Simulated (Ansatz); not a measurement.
The elements of this relaxed trial crystal are hidden behind letters.

```
lattice vectors (Å)
   4.0205    0.0000    0.0000
   0.0000    4.0205    0.0000
   0.0000    0.0000   11.3933
fractional positions
X 0.0000 0.0000 0.5000
Z 0.0000 0.0000 0.0000
Z 0.5000 0.5000 0.2520
Z 0.5000 0.5000 0.7480
Q 0.0000 0.0000 0.2552
Q 0.5000 0.5000 0.5000
Q 0.0000 0.0000 0.7448
Q 0.5000 0.5000 0.0000
```

Theory: DFT PBE, scalar-relativistic, plane waves, PAW (Ansatz 0.2.0). Plane waves to 420 eV, a 10×10×4 mesh through Γ for the 8-atom cell and 0.10 eV Gaussian smearing; no spin polarisation.

```
Space group                                : P4/mmm (No. 123)
Conventional cell                          : a = 4.021 Å, c = 11.393 Å
Volume per atom                            : 23.02 Å³
Density                                    : 6.11 g/cm³
Energy over the elements                   : −0.66 eV/atom
Gap on the 10×10×4 mesh of the 8-atom cell : 0 eV (a metal)
```

Energies are uncorrected and count from the elements' standard states at the same level.

Question: X is an s-block element of period 3, Z is a d-block element of period 5 and Q is a p-block element of period 4. Which elements are they?

Answer: X = Mg, Z = Cd, Q = Se, so the formula is MgCd3Se4. Density times volume gives a mean mass of 6.11 × 23.02/1.6605 = 84.7 u per atom, and this set has 84.7 u. Around Mg lie 6 Se at 2.79–2.84 Å; around Cd on a site of symmetry 4/mmm lie 6 Se at 2.84–2.91 Å; around Se on a site of symmetry 4mm lie 1 Mg at 2.79 Å and 5 Cd at 2.84–2.91 Å; 3 more sites not described. Other sets within the hints have nearly the same mass, so mass alone doesn't settle it; this one was computed.

The zero gap may come from the functional, which often closes small gaps. A structure relaxed within its symmetry needn't be a true minimum. Another cell of MgCd3Se4 relaxed alike, in P-43m, lies 123 meV/atom lower, so this cell isn't the stable form at this level.
